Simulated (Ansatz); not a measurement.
BaSrTi2O6:
```
CELL_PARAMETERS angstrom
      0.00000     3.95243     3.95243
      3.95243     0.00000     3.95243
      3.95243     3.95243     0.00000
ATOMIC_POSITIONS crystal
  Sr 0.00000 0.00000 0.00000
  Ti 0.25000 0.25000 0.25000
  O  0.00000 0.00000 0.50000
  O  0.00000 0.50000 0.00000
  O  0.50000 0.00000 0.00000
  Ba 0.50000 0.50000 0.50000
  Ti 0.75000 0.75000 0.75000
  O  0.50000 0.50000 0.00000
  O  0.50000 0.00000 0.50000
  O  0.00000 0.50000 0.50000
```

Plane-wave PAW r²SCAN (Ansatz code) gives a gap of 2.21 eV without spin–orbit coupling, maximum at Γ, minimum at Γ.

**Question.** What happens when spin–orbit coupling is switched on?

**Answer.** The gap falls by 0.01 eV, to 2.20 eV; maximum at Γ, minimum at Γ.

**Question.** How large is the spin–orbit splitting of the valence top at Γ?

**Answer.** The fourfold level lies 0.02 eV above the split-off pair.

**Question.** Give the electron effective mass with spin–orbit coupling, band 1 of 2 at the edge.

**Answer.** 1.2 along [100], 0.81 along [110], 0.67 along [111] (mₑ).

**Question.** Give the electron effective mass with spin–orbit coupling, band 2 of 2 at the edge.

**Answer.** 0.42 along [100], 0.50 along [110], 0.57 along [111] (mₑ).

**Question.** Give the hole effective mass with spin–orbit coupling, band 1 of 2 at the edge.

**Answer.** 2.2 along [100], 1.7 along [110], 1.5 along [111] (mₑ).

**Question.** Give the hole effective mass with spin–orbit coupling, band 2 of 2 at the edge.

**Answer.** 0.81 along [100], 0.90 along [110], 0.95 along [111] (mₑ).

Space group Fm-3m. The start of the workflow was typed in or built on a structure type; neither database checked (COD, Materials Project) lists it. Whether it is the stable phase at ambient conditions was not checked. Symmetry was held in the r²SCAN relaxation; whether a distortion lowers the energy is not shown. The workflow began spin-polarised and lost its moments.

Potentials: the later of the program's two PAW sets.
